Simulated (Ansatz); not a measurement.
Sr (hcp (Mg type), P6_3/mmc) at seven volumes, LDA (plane waves, PAW; program Ansatz), shape and atoms relaxed at each. One row is withheld.

```tsv
V (Å³/atom)	P (GPa)
44.428	1.40
45.893	0.88
47.357	?
48.822	0.00
50.286	-0.37
51.751	-0.70
53.216	-0.98
```

Fit the shown pressures and predict the withheld one.

P = (3/2)B₀(x^(7/2) − x^(5/2))[1 + (3/4)(B′ − 4)(x − 1)] with x = (V₀/V)^(2/3). Least squares on the six rows gives V₀ = 48.816 Å³/atom, B₀ = 13.0 GPa, B′ = 2.96. At V = 47.357, x = 1.0204 and P = 0.41 GPa. The run itself gave 0.42 GPa.

The workflow started from a Materials Project entry (that database holds measured and hypothetical structures alike); the Crystallography Open Database files this formula in space group No. 194, but the cells were not matched. It is not the phase usual at ambient conditions (space group No. 225). The LDA relaxation kept the symmetry of its start; of distortions, only those at the zone centre were tested.

Potentials: the later of the program's two PAW sets.
